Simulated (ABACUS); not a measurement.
## Small calculations from the output for TePb (Fm-3m, 2 atoms in the cell; from Materials Project mp-19717)

```
TePb
1.0
    0.00000     3.27089     3.27089
    3.27089     0.00000     3.27089
    3.27089     3.27089     0.00000
Te Pb
1 1
Direct
  0.00000   0.00000   0.00000
  0.50000   0.50000   0.50000
```

Level of theory: PBE, PseudoDojo 0.5 standard norm-conserving PBE (tails mended) pseudopotentials (plane waves; ABACUS).

Main settings: KPT = Gamma 6 6 6 0 0 0; basis_type = pw; dft_functional = PBE; ecutwfc = 82.3 Ry; smearing_method = gaussian; smearing_sigma = 0.00146997 Ry; potentials = PseudoDojo 0.5 standard norm-conserving PBE (tails mended); symmetry = 1.

Spin-orbit coupling is left out, which matters for bands and gaps with elements this heavy. The structure comes from a collection of computed structures, made at another level of theory; the collection holds predicted forms beside known ones.

The cell holds 472.3 bohr³ and the plane-wave cutoff is 82.3 Ry.

**Question.** How many plane waves does a k-point need, and how does the count grow with the cutoff?

**Answer.** In Rydberg units |k + G|² ≤ E, a sphere of radius √82.3 = 9.072 bohr⁻¹. Each G takes (2π)³/V of reciprocal space, so N = V E^(3/2)/(6π²) = 472.3 × 746.6/59.218 = 5955. The program's largest count at a k-point is 5978; single k-points scatter about the estimate. The count grows as E^(3/2): 20 % more cutoff means 31 % more plane waves.

The cell was also run at V = 69.289 Å³ (F = -4753.84421 eV, P = 0.83 GPa) and V = 70.689 Å³ (F = -4753.84794 eV, P = 0.01 GPa), scaled uniformly; the base has V = 69.989 Å³, P = 0.41 GPa and F₀ = -4753.84697 eV.

**Question.** Check the pressure against the energies, and estimate the bulk modulus and the volume of zero pressure.

**Answer.** P = −dF/dV ≈ −(-0.00373 eV)/(1.400 Å³) = 0.00266 eV/Å³; times 160.218 GPa per eV/Å³ this is 0.43 GPa, against 0.41 GPa from the stress tensor. B = −V dP/dV ≈ −69.989 × (-0.82 GPa)/(1.400 Å³) = 41 GPa at this volume. The curvature of the energies, B = V (F₊ + F₋ − 2F₀)/(ΔV/2)², gives 41 GPa. To first order the pressure vanishes at V0 ≈ V(1 + P/B) = 70.69 Å³, so all lengths change by about 0.33 %. Shape and fractional positions were held, which usually makes B too large where they are free.

“Tails mended”: in these copies of the files the far tail of each local potential was reset to the Coulomb form.
